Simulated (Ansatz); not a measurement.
MoS2:
```
MoS2
1.0
    3.17415     0.00000     0.00000
   -1.58708     2.74890     0.00000
    0.00000     0.00000    12.48750
Mo S
2 4
Cartesian
  1.58708   0.91630   3.12187
  0.00000   1.83260   9.36562
  0.00000   1.83260   4.67508
  1.58708   0.91630   7.81242
  1.58708   0.91630  10.91883
  0.00000   1.83260   1.56867
```

Relaxed with r²SCAN+D4.

Question: Give the optical modes at the zone centre with their infrared and Raman activity from DFPT, plane-wave PAW r²SCAN+D4 (Ansatz code).

Answer: Transverse frequencies, without the LO–TO term; a row sums one degenerate level.

```tsv
ω (cm⁻¹)	degeneracy	IR ((D/Å)²/amu)	Raman (Å⁴/amu)	activity
29	2	0.00	1.6	Raman
51	1	0.00	0	silent
285	2	0.00	0	silent
287	2	0.00	1.3	Raman
385	2	1.85	0	IR
385	2	0.00	1200	Raman
410	1	0.00	0	silent
416	1	0.00	1100	Raman
471	1	0.29	0	IR
474	1	0.00	0	silent
```

Question: How high does the top mode go among those that the LO–TO term moves?

Answer: 386 cm⁻¹ for q along x, 386 cm⁻¹ for q along y, 472 cm⁻¹ for q along z.

Space group P6_3/mmc. The cell was relaxed with r²SCAN+D4 under the symmetry of its start. The run is not spin-polarised.

Potentials: the later of the program's two PAW sets.
